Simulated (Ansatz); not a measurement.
Volume from LDA minus that from PBE+D3(BJ) (% of the latter), each on its own relaxed cell (Ansatz, an electronic-structure program, plane waves, PAW; no spin–orbit coupling, no Hubbard U), by class (classes overlap):

```tsv
class	phases	mean	median	mean absolute	10th percentile	90th percentile	share above zero (%)
sulfides, selenides and tellurides	18	-3.9	-4.0	3.9	-5.3	-1.7	0
layered and molecular crystals	22	-4.1	-4.0	4.1	-6.5	-1.6	0
crystals with elements from indium on	22	-5.6	-4.4	5.6	-9.9	-2.0	0
all crystals	47	-4.7	-4.0	4.7	-8.2	-1.7	0
```

Some cases that may be named, with their rank among the 47 from the lowest: TlCl, CsCl type -16.1 % (rank 1); GeS, Pnma (Ge on 4c, S on 4c) -11.2 % (rank 3); SiSe2, Ibam (Se on 8j, Si on 4a) -4.0 % (rank 24); TiS2, CdI2 type -4.0 % (rank 25); Te2Pt, P-3m1 (Te on 2d, Pt on 1a) -1.6 % (rank 43); BP, Pnma (B on 4c, P on 4c) -1.3 % (rank 44).

The phases are those computed here (of each formula those with measured values and the lowest at some level), not a balanced benchmark, and neither functional is the truth. Pairs that end in unlike spin orders or unlike minima (c/a over 6 % apart, 30 % for weakly bound crystals), magnets with 4f shells, solids of gases and phases set aside for tests are left out.

26 are weakly bound layers, chains or molecules.

Typed or built starts, not in the databases checked: BP, Pnma (B on 4c, P on 4c). Not the usual ambient phase: BP, Pnma (B on 4c, P on 4c). Weakly bound layers, chains or molecules computed without a dispersion correction, so cells and soft constants are ill determined: GeS, Pnma (Ge on 4c, S on 4c) with LDA; SiSe2, Ibam (Se on 8j, Si on 4a) with LDA; TiS2, CdI2 type with LDA; Te2Pt, P-3m1 (Te on 2d, Pt on 1a) with LDA. All cells were relaxed under the symmetry of their starts (and spin orders); stability against distortions was not tested throughout. Named crystals with no word on spin ran without spin polarisation. Scalar-relativistic: spin–orbit coupling is off unless named, which matters more the heavier the elements.

Potentials: the later of the program's two PAW sets.

Ansatz is a plane-wave DFT program.
